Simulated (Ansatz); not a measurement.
# Bi₂Pd: levels along high-symmetry lines

```
CELL_PARAMETERS angstrom
-1.69334 1.69334 6.62347
1.69334 -1.69334 6.62347
1.69334 1.69334 -6.62347
ATOMIC_POSITIONS crystal
Bi 0.63232 0.63232 0.00000
Bi 0.36768 0.36768 0.00000
Pd 0.00000 0.00000 0.00000
```

Atom numbers follow the list: Bi1, Bi2, Pd3.

Structure from Materials Project entry mp-570197 (possibly hypothetical), not relaxed further.

Spin polarisation is left out, and whether a magnetic state lies lower isn't shown here.

No spin–orbit coupling, which matters for the heavy atoms here.

Computed with Ansatz 0.2.0, DFT, PBEsol, all-electron LAPW, scalar-relativistic.

Numerical set-up: a Γ-centred 14×14×14 k mesh, Fermi–Dirac smearing of 0.05 eV, basis error target 1 meV/atom, no spin polarisation.

Points in fractions of the reciprocal vectors of this cell: Γ (0, 0, 0), X (0, 0, 0.5), P (0.25, 0.25, 0.25), N (0, 0.5, 0), M (0.5, 0.5, -0.5), S (0.266, 0.734, -0.266), S0 (-0.266, 0.266, 0.266). The path joins them by straight lines in the order Γ–X–P–N–Γ–M–S–S0–Γ; legs that retrace an earlier one aren't tabulated. Energies are in eV from the Fermi level.

Is there a gap?

none: bands cross the Fermi level, a metal.

List the levels between -5 and 5 eV at the symmetry points.


Γ: -3.88, -3.18 (×2), -2.74, -2.60, 1.46, 2.25 (×2), 3.29 (×2), 4.31
X: -4.74, -3.99, -3.85, -3.29, -2.84, -1.97, -0.79, 0.40, 1.02, 1.28, 1.94, 3.32, 3.87
P: -4.91 (×2), -3.84, -3.64 (×2), -2.86, -1.97, -0.23 (×2), 1.06, 1.14, 2.31, 3.39, 4.26 (×2)
N: -4.65, -3.58, -3.33, -3.16, -2.81, -2.32, -1.79, 1.05, 4.27, 4.47, 4.75
M: -4.53, -3.88, -3.15 (×2), -2.63, -2.60, -1.75, 1.55 (×2), 4.49 (×2)
S: -4.56, -3.52, -3.32, -2.90, -2.82, -2.68, -1.55, 1.30, 2.80, 4.54, 4.62
S0: -4.56, -3.52, -3.32, -2.90, -2.82, -2.68, -1.55, 1.30, 2.80, 4.54, 4.62
